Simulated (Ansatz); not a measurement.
## Relaxing a structure of GaN

The start is a relaxed GaN cell deformed by the Cartesian strain tensor (xx, yy, zz, yz, xz, xy) = (-0.057, -0.004, 0.185, -0.069, 0.086, 0.044). Cell shape, volume and atoms are optimised at zero target pressure with PBEsol (plane waves to 420 eV, PAW, scalar-relativistic; Ansatz, a first-principles code). The first steps use a coarse 7×7×1 k-mesh.

Starting cell:
```
CELL_PARAMETERS angstrom
      2.99991     0.13997     0.27200
     -1.37873     2.67403    -0.32610
      1.33152    -1.07456    18.45439
ATOMIC_POSITIONS crystal
  Ga 0.00000 0.00000 0.99975
  Ga 0.00000 0.00000 0.49975
  Ga 0.66667 0.33333 0.83329
  Ga 0.33333 0.66667 0.33329
  Ga 0.66667 0.33333 0.16657
  Ga 0.33333 0.66667 0.66657
  N  0.00000 0.00000 0.87464
  N  0.00000 0.00000 0.37464
  N  0.66667 0.33333 0.70807
  N  0.33333 0.66667 0.20807
  N  0.66667 0.33333 0.04138
  N  0.33333 0.66667 0.54138
```

By how much does the energy per atom fall from start to end?

0.52 eV/atom.

How does the volume change?

-9.0 %, from 12.49 to 11.37 Å³/atom.

Does it find its way back to the structure it was made from?

It relaxes back to the parent, P6₃mc (No. 186).

It ends as:

Space group P6₃mc (No. 186); a = 3.1812 Å, b = 3.1812 Å, c = 15.5739 Å, α = 90.00°, β = 90.00°, γ = 120.00°

```
atom  site  symmetry       x       y       z
----  ----  --------  ------  ------  ------
Ga      2a       3m.  0.0000  0.0000  0.4997
Ga      2b       3m.  0.6667  0.3333  0.3333
Ga      2b       3m.  0.3333  0.6667  0.1666
N       2a       3m.  0.0000  0.0000  0.3746
N       2b       3m.  0.6667  0.3333  0.2081
N       2b       3m.  0.3333  0.6667  0.0414
```

Final values are on a 10×10×2 k-mesh of the relaxed cell. No spin polarisation in the result.

The first start was generated by placing the elements on the sites of a structure type. A measured structure of GaN has the same space group, P6₃mc (No. 186); the sites were not compared with it.
